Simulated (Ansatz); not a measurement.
A frame of Li4Mg5Cl14 from dynamics at 1150 K, with the forces (eV/Å) computed on a k mesh in the last three columns. Level of theory: DFT PBE, scalar-relativistic, plane waves, PAW in Ansatz 0.2.0.

Cutoff 420 eV; k points 3×3×3 on the computed 23-atom cell (Γ-centred); Fermi–Dirac smearing, width 0.10 eV; no spin polarisation.

```xyz
23
Lattice="8.307 -0.115 -0.023 -0.115 8.464 0.303 -0.023 0.303 8.226" Properties=species:S:1:pos:R:3:forces:R:3 pbc="T T T"
Mg    3.049    5.790    5.471    0.730    0.320   -1.530
Mg    0.844    1.909    4.411   -0.350   -0.280   -1.250
Mg    7.313    6.232    5.194   -0.250   -0.030    0.180
Mg    5.380    8.016    0.492    0.190   -0.740    0.230
Mg    3.312    4.760    1.681    0.130    0.220    0.080
Cl    3.235    1.884    4.516   -0.200   -0.080    0.250
Cl    5.346    2.207    8.265   -0.130   -1.050    0.510
Cl    1.311    2.662    1.060    0.710    0.290    0.100
Cl    7.491    6.934    0.730   -0.110    0.320    0.320
Cl    3.478    4.462    7.194   -0.040   -0.790    0.690
Cl    1.297    6.915    6.274   -0.920    0.380    0.020
Cl    7.325    3.272    3.702   -0.390   -0.200   -0.230
Cl    8.211    1.433    6.381    0.250    0.000    0.740
Cl    1.709    4.977    3.436    0.740    0.200    0.530
Cl    7.530    8.114    3.791    0.720    0.820    0.130
Cl    5.139    6.235    3.155   -0.680   -1.160    0.520
Cl    5.415    7.484    6.361   -0.770    0.320   -0.220
Cl    6.912    4.550    7.060    0.180    0.140   -0.830
Cl    3.082    6.910    0.835    0.170    0.870   -0.290
Li    5.666    1.385    5.297    0.240    0.020   -0.090
Li    7.499    3.060    1.272   -0.740   -0.270    0.060
Li    2.060    2.018    7.266   -0.010    0.140    0.130
Li    0.228    5.578    8.126    0.520    0.570   -0.060
```

Static pressure 0.2 GPa (no kinetic part), a gap on the mesh of 2.93 eV.

Counting as bonded all pairs within 1.2 times the summed covalent radii, but none from a metal cation to another cation:

| atom → neighbour | mean count | mean length (Å) | spread (Å) |
| --- | --- | --- | --- |
| Cl → Li | 0.71 | 2.41 | 0.18 |
| Cl → Mg | 1.36 | 2.47 | 0.17 |
| Li → Cl | 2.50 | 2.41 | 0.18 |
| Mg → Cl | 3.80 | 2.47 | 0.17 |

Angles between all pairs of such bonds at an atom (mean ± spread): 111 ± 20° at Cl, 105 ± 11° at Li, 105 ± 22° at Mg.

An odd mesh misses points on the zone edge, so a gap read on it can be too wide.

Cost: 1 run of about 2.2 core-minutes, on Arm Neoverse V2 (shared hosts).